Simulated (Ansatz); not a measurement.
The end point of a relaxation of CeO2. All values below come from r2SCAN (plane waves to 500 eV, PAW, scalar-relativistic; Ansatz, a quantum-chemistry and plane-wave program).

```
CELL_PARAMETERS angstrom
      0.00000     2.71869     2.71869
      2.71869     0.00000     2.71869
      2.71869     2.71869     0.00000
ATOMIC_POSITIONS crystal
  Ce 0.50000 0.50000 0.50000
  O  0.25000 0.25000 0.25000
  O  0.75000 0.75000 0.75000
```

Problem. Determine the symmetry and give the standard cell with its independent sites.

Solution. Space group Fm-3m (No. 225); a = 5.437 Å, b = 5.437 Å, c = 5.437 Å, α = 90.00°, β = 90.00°, γ = 90.00°

```
atom  site  symmetry       x       y       z
----  ----  --------  ------  ------  ------
Ce      4b      m-3m  0.5000  0.5000  0.5000
O       8c      -43m  0.2500  0.2500  0.2500
```

This is the fluorite type.

Problem. Give the shortest distances between elements (the closest pairs, up to four, under 3.6 Å).

Solution. Ce–O 2.35 Å; O–O 2.72 Å.

The volume per atom is 13.40 Å³ and the density is 7.11 g/cm³. The band gap is 2.25 eV, indirect (valence top at k = (0, 0.2222, -0.2222), conduction bottom at L) (no spin-orbit coupling), the smallest direct gap comes out as 2.34 eV at k = (0, 0.2222, -0.3333) and the magnetic moment is zero (the starting moments vanished).

No spin polarisation in the result: the starting moments vanished. No Hubbard U is applied. The f-shell occupation is the one the SCF fell into and was not checked against other states.

Measured for CeO2: a 5.391 Å (0 K or low temperature; as listed in Stimac, Jared C., Goldman, Nir, arXiv (2024)); gap 3 eV (as listed in Fabien Tran et al., Journal of Applied Physics (2019)). Computed minus measured — a: r2SCAN +0.9 %; gap: r2SCAN -0.75 eV. The computed values are for a static lattice, and a measured gap can be an optical one, lowered by exciton binding.

The run could not lose the symmetry of its start.
